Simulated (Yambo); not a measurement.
# Optical response of Au

```
CELL_PARAMETERS angstrom
      1.41131    -2.55593     0.00000
      1.41131     2.55593     0.00000
      0.00000     0.00000     4.89317
ATOMIC_POSITIONS crystal
  Au 0.66533 0.33467 0.75000
  Au 0.33467 0.66533 0.25000
```

Yambo, RPA with local fields on LDA bands; 16×16×8 mesh, 60 bands, 4 Ry local-field block, 0.25 eV broadening; field along z.

```tsv
E (eV)	Im ε	Im ε, independent particles
0.6	0.30	0.30
1.0	0.63	0.64
1.4	1.50	1.54
1.8	3.91	4.02
2.1	6.19	6.38
2.5	8.45	8.63
2.9	8.78	8.92
3.2	6.42	6.57
3.6	5.90	6.00
4.0	5.45	5.49
4.4	5.43	5.48
4.8	4.53	4.56
5.1	4.21	4.22
5.5	4.04	4.02
5.9	4.18	4.13
6.2	4.47	4.45
6.6	4.81	4.86
7.0	4.80	4.84
7.4	4.70	4.78
7.8	4.34	4.43
8.1	3.59	3.72
8.5	3.28	3.42
8.9	3.16	3.32
9.2	3.13	3.35
9.6	3.05	3.34
10.0	2.80	3.07
10.4	2.51	2.77
10.8	2.36	2.62
11.1	2.19	2.46
11.5	2.12	2.41
11.9	2.10	2.41
12.2	2.22	2.59
12.6	2.15	2.54
13.0	1.90	2.27
13.4	1.89	2.31
13.8	1.90	2.32
14.1	1.71	2.09
14.5	1.62	2.00
14.9	1.64	2.05
15.2	1.64	2.07
15.6	1.62	2.08
16.0	1.55	2.01
16.4	1.49	1.94
16.8	1.49	1.96
17.1	1.54	2.04
17.5	1.65	2.18
17.9	1.60	2.15
18.2	1.67	2.32
18.6	1.77	2.45
19.0	1.88	2.58
19.4	1.86	2.52
19.8	1.86	2.50
```

Only interband transitions are included: the Drude term is missing, so nothing below about 0.6 eV and no real part is shown. Structure narrower than a few tenths of an eV can come from the finite k mesh.

Spin-orbit coupling is left out; for elements this heavy it splits bands near the Fermi level.

Geometry of the Materials Project entry, not relaxed at this level.

This is not the ordinary phase of the substance; no match was found in the copy of COD used, and its stability was not checked.
